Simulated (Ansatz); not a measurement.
**Structures of CoF: which is lowest?**

Plane-wave DFT in Ansatz with scalar-relativistic PAW potentials, cutoff 420 eV, Γ-centred meshes chosen by cell and gap, Gaussian smearing with energies taken to zero width. Every cell was relaxed (cell and atoms) in a run of its own, within the symmetry of its start. Functional: PBE.

Relaxed structures (starts from databases or built by putting these elements on another compound's sites):
A. P4/nmm, 4 atoms in the computed cell, a = 3.292 Å, c = 4.164 Å; sites (symmetry × multiplicity) Co 4mm × 2, F -4m2 × 2; start: built
B. Fm-3m, 2 atoms in the computed cell, a = 4.571 Å; sites (symmetry × multiplicity) Co m-3m × 4, F m-3m × 4; start: built

**Question.** Rank them by energy. Could pressure change the order?

**Answer.**
| structure | group | E − E(lowest) (meV/atom) | V (Å³/atom) | gap on mesh (eV) |
| --- | --- | --- | --- | --- |
| A | P4/nmm | 0.0 | 11.28 | 0.00 |
| B | Fm-3m | 222 | 11.94 | 0.00 |

A is lowest, 222 meV/atom under B. The lowest is also the densest of these, so pressure wouldn't bring one of the others in at first order. Other structures may lie lower than all of these, and vibrations aren't counted.

Moments started parallel, and an antiferromagnetic order may lie lower. Magnetic cells started from one order each; another order can shift an energy by tens of meV per atom.